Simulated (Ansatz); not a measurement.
YPt$_{3}$: do energies and stresses tell the same story?

The calculation used Ansatz 0.2.0, DFT r2SCAN, scalar-relativistic, plane waves, PAW.

Plane waves to 500 eV, a k mesh through Γ of 10×10×10 on the computed 4-atom cell and Gaussian smearing (0.10 eV); no spin polarisation.

Relaxed cell: Pm-3m, a = 4.096 Å, b = 4.096 Å, c = 4.096 Å, α = 90.00°, β = 90.00°, γ = 90.00°, 4 atoms in the primitive cell. Whether it is the stable form of this composition wasn't checked.

Energies at zero smearing and pressures from the stress tensor, at volumes with shape and atoms relaxed:
```tsv
V (Å³/atom)	E − E(first) (meV/atom)	P (GPa)
16.148	0.00	13.36
16.663	-30.75	6.07
17.179	-40.10	0.00
17.694	-31.65	-5.07
18.210	-8.32	-9.30
```

Task: Check P = −dE/dV between neighbouring volumes, and get the bulk modulus from the pressures alone.

Result: With 1 eV/Å³ = 160.2 GPa:
```csv
middle V (Å³/atom),−ΔE/ΔV (GPa),mean P (GPa)
16.406,9.559,9.717
16.921,2.908,3.035
17.437,-2.629,-2.535
17.952,-7.253,-7.185
```

The two differ by 0.16 GPa at most. The mean of two end pressures misses the average over a step by about ΔV² P″/12, up to 0.11 GPa here; with that taken off 0.05 GPa remains. The stress is the derivative of the free energy, not of the energy at zero smearing, and with free energies 0.00 GPa remains. Around V = 17.179 Å³/atom, the two neighbours give B = −V ΔP/ΔV = 17.179 × 11.14 / 1.031 = 185.7 GPa, against B0 = 184.4 GPa from the Birch–Murnaghan fit of the energies.

Spin–orbit coupling is left out, which can shift energies with elements as heavy as these.